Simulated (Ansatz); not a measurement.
Here is the system:

Starting cell, Rh (fcc, Cu type):

```xyz
4
Lattice="3.8301 0.0000 0.0000 0.0000 3.8301 0.0000 0.0000 0.0000 3.8301" Properties=species:S:1:pos:R:3 pbc="T T T"
Rh     0.0000     0.0000     0.0000
Rh     1.9150     1.9150     0.0000
Rh     1.9150     0.0000     1.9150
Rh     0.0000     1.9150     1.9150
```

In this cell atom 1 (Rh, nearest neighbour Rh at 2.708 Å; its periodic images, 3.8 Å or more away, move with it) is moved by s along Cartesian x, unit vector (1.000, 0.000, 0.000); all other atoms and the cell stay fixed.

Method: PBE (plane waves to 420 eV, PAW, scalar-relativistic; Ansatz, an electronic-structure program). k mesh 10×10×10 (Γ-centred), Fermi-Dirac smearing 0.05 eV. Energies are smeared free energies. With partly filled bands, energies and forces of such displacements shift with the k mesh and the smearing. Rh is run without spin polarisation. Rh was relaxed with its symmetry unable to fall. ΔE is measured from the undisplaced structure.

The scan covers s from -0.270 to 0.270 Å in 11 points.

**Question.** Is this a single well or a double well?

**Answer.** A single well with its minimum at or next to zero displacement.

**Question.** Is the energy the same for equal positive and negative displacements?

**Answer.** Even: the same for both signs. With its periodic images moving along, the atom's site symmetry in this cell is m-3m.

**Question.** What is the force constant k = d²E/ds² of this move at s = 0?

**Answer.** 10.8 eV/Å².

(For displaced atoms, the force is minus the slope of the energy, and its curvature is a force constant, which sets phonon frequencies.)
